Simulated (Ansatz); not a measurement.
This guess for Sc3As is about to be relaxed.

Space group P4/mmm (No. 123). a = 3.362 Å, b = 3.362 Å, c = 8.779 Å, α = 90.00°, β = 90.00°, γ = 90.00°
```json
{"atom": "Sc", "site": "2h", "symmetry": "4mm", "x": "0.5000", "y": "0.5000", "z": "0.7655"}
{"atom": "Sc", "site": "1b", "symmetry": "4/mmm", "x": "0.0000", "y": "0.0000", "z": "0.5000"}
{"atom": "As", "site": "1a", "symmetry": "4/mmm", "x": "0.0000", "y": "0.0000", "z": "0.0000"}
```

The calculation used DFT PBE, scalar-relativistic, plane waves, PAW (Ansatz). Cutoff 420 eV, Gaussian smearing, Γ-centred meshes. Cell and atoms relax first on a coarse mesh and then on a finer one. In between, the cell is made exact in the group found at 0.06 Å. In metals the finer mesh still leaves noise of several meV/atom or more. The steps can't lower the symmetry of their start. No spin polarisation in the relaxation; trial moments died out in a coarse test.

A guess keeps its type if space group and coordination stay and the shape of the cell changes little (axis ratios within about 15 %, angles within 6°); the volume may change.

Question: Does this structure survive the relaxation?

Answer: It doesn't keep its type. The symmetry stays P4/mmm (No. 123). The volume per atom shrinks by 15.2 %, from 24.8 to 21.0 Å³. The shortest distance goes from 3.15 Å (Sc–As) to 2.81 Å (Sc–Sc). The ratio c/a of the conventional cell changes by a factor of 0.62. Counting neighbours within 15 % of an atom's shortest distance, the start has As 12, Sc 12 and the end As 10, Sc 10. In detail, at the end Sc on a site of symmetry 4mm has 1 Sc at 2.81 Å, 4 As at 2.99 Å, 5 Sc at 3.09–3.22 Å and 4 Sc at 3.73 Å; Sc on a site of symmetry 4/mmm has 2 As at 3.02 Å, 8 Sc at 3.09 Å and 4 Sc at 3.73 Å; As has 10 Sc at 2.99–3.02 Å and 4 As at 3.73 Å.

```cif
data_structure
_symmetry_space_group_name_H-M 'P4/mmm'
_symmetry_Int_Tables_number 123
_cell_length_a 3.7341
_cell_length_b 3.7341
_cell_length_c 6.0344
_cell_angle_alpha 90.000
_cell_angle_beta 90.000
_cell_angle_gamma 90.000
_cell_volume 84.14
loop_
_atom_site_label
_atom_site_type_symbol
_atom_site_symmetry_multiplicity
_atom_site_Wyckoff_symbol
_atom_site_fract_x
_atom_site_fract_y
_atom_site_fract_z
_atom_site_occupancy
Sc1 Sc 2 h 0.50000 0.50000 0.76677 1
Sc2 Sc 1 b 0.00000 0.00000 0.50000 1
As1 As 1 a 0.00000 0.00000 0.00000 1
```

The last run used a 12×12×8 mesh (in the run's order of axes) for its 4-atom cell and Gaussian smearing of 0.10 eV. A later test with randomly moved atoms came back to the same energy, though modes that don't fit the test's cell weren't probed. Another cell of Sc3As relaxed alike, in Immm, lies 17 meV/atom lower, so this cell isn't the stable form at this level.
